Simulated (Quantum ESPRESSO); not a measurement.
Band energies of CsPbBr$_{3}$

```
CELL_PARAMETERS angstrom
      5.87841     0.00000     0.00000
      0.00000     5.87841     0.00000
      0.00000     0.00000     5.87841
ATOMIC_POSITIONS crystal
  Br 0.50000 0.50000 0.00000
  Br 0.00000 0.50000 0.50000
  Br 0.50000 0.00000 0.50000
  Cs 0.00000 0.00000 0.00000
  Pb 0.50000 0.50000 0.50000
```

PBE (stringent potentials; pw.x of Quantum ESPRESSO, ONCV potentials, scalar-relativistic); path ΓXMΓRX,MR; energies in eV from the valence-band maximum.

| k (1/Å) | point | band 37 | band 38 | band 39 | band 40 | band 41 | band 42 | band 43 | band 44 |
|---|---|---|---|---|---|---|---|---|---|
| 0.00 | Γ | -2.14 | -2.14 | -2.03 | -2.03 | -2.03 | 3.02 | 4.12 | 4.12 |
| 0.27 |  | -2.21 | -2.21 | -2.09 | -2.09 | -2.00 | 3.59 | 4.31 | 4.52 |
| 0.53 | X | -2.29 | -2.27 | -2.13 | -2.13 | -1.43 | 2.59 | 4.46 | 5.08 |
| 0.80 |  | -2.33 | -2.24 | -2.16 | -1.88 | -1.26 | 2.35 | 3.81 | 4.91 |
| 1.07 | M | -2.36 | -2.36 | -2.26 | -1.67 | -0.70 | 2.11 | 2.11 | 4.88 |
| 1.26 |  | -2.33 | -2.30 | -2.18 | -1.76 | -1.24 | 2.69 | 2.78 | 4.92 |
| 1.64 |  | -2.18 | -2.13 | -2.07 | -2.07 | -2.01 | 3.32 | 4.32 | 4.33 |
| 1.82 | Γ | -2.14 | -2.14 | -2.03 | -2.03 | -2.03 | 3.02 | 4.12 | 4.12 |
| 2.13 |  | -2.35 | -2.16 | -2.03 | -1.99 | -1.99 | 3.69 | 4.48 | 4.48 |
| 2.44 |  | -2.67 | -1.84 | -1.84 | -1.79 | -1.28 | 2.70 | 2.70 | 2.89 |
| 2.75 | R | -2.26 | -1.66 | -1.66 | -1.66 | 0.00 | 1.56 | 1.56 | 1.56 |
| 2.90 |  | -2.35 | -1.74 | -1.73 | -1.69 | -0.42 | 1.67 | 1.98 | 2.11 |
| 3.20 |  | -2.39 | -2.08 | -2.00 | -1.90 | -1.25 | 2.25 | 4.03 | 4.05 |
| 3.51 | X | -2.29 | -2.27 | -2.13 | -2.13 | -1.43 | 2.59 | 4.46 | 5.08 |
| 3.51 | M | -2.36 | -2.36 | -2.26 | -1.67 | -0.70 | 2.11 | 2.11 | 4.88 |
| 3.68 |  | -2.26 | -2.08 | -2.08 | -1.67 | -0.65 | 1.97 | 1.97 | 4.00 |
| 4.04 | R | -2.26 | -1.66 | -1.66 | -1.66 | 0.00 | 1.56 | 1.56 | 1.56 |

The PBE gap is direct, 1.56 eV at R.

Spin-orbit coupling is left out; with 6p states at a band edge it can lower the gap by many tenths of an eV, most of a small gap. The cell is held in this high symmetry; tilts and polar distortions were not searched.

Geometry relaxed with PBEsol.
